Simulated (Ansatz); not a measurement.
Mg2TiCr3S8 — coordination and ³³S quadrupole coupling

Cell: a computed structure from the Materials Project (it need not be an observed phase) whose atoms were relaxed with PBE, the cell held.

```xyz
14
Lattice="3.6424 2.1030 5.8840 -3.6424 2.1030 5.8840 0.0000 -4.2059 5.8840" Properties=species:S:1:pos:R:3 pbc="T T T"
Mg    0.0000    0.0000   15.4567
Mg    0.0000    0.0000    2.1952
Ti    0.0000    0.0000    8.8259
Cr    0.0000    2.1030    5.8840
Cr   -1.8212   -1.0515    5.8840
Cr    1.8212   -1.0515    5.8840
S     0.0000    0.0000   13.0049
S     0.0000   -1.9093    7.2490
S    -1.6535    0.9546    7.2490
S     1.6535    0.9546    7.2490
S     1.6535   -0.9546   10.4029
S    -1.6535   -0.9546   10.4029
S     0.0000    0.0000    4.6469
S     0.0000    1.9093   10.4029
```

Atoms are numbered from 1 in the order listed; like atoms form one site, named after its first atom.

Computed with Ansatz: DFT, r2SCAN, plane waves and PAW, scalar-relativistic, collinear spin, 500 eV cutoff, Γ-centred 6×6×6 k-points, Fermi–Dirac smearing 0.05 eV. Start moments as typed (μB): 1 on each Ti, 3 on each Cr, none on the rest.

Q(³³S) = -69.40 mb.

**Question.** Order the S environments from the weakest to the strongest quadrupole coupling.
A. S7: 3 Cr at 2.44 Å, 1 Mg at 2.45 Å
B. S8: 2 Cr at 2.43 Å, 1 Mg at 2.44 Å, 1 Ti at 2.48 Å

**Answer.** A (1.28 MHz, η = 0.00), B (5.48 MHz, η = 0.48).

An axis of threefold or higher order runs through S7, so V_zz lies along it and η is zero. Like point charges on the first shell alone (each adding as 1/d³) would give the same order.

The program didn't check the stability of this electronic state in full, so a lower one may lie near. With a gap of 0.4 eV under a smearing of 0.05 eV the band edges are partly filled, so small gradients can hang on the smearing and the k-mesh. All moments are parallel here, as the start or the cell imposes; many such compounds order antiparallel, where fields and spin densities carried over to other atoms largely cancel. The magnetic order is the one that the run reached from its start moments, not necessarily the measured one.
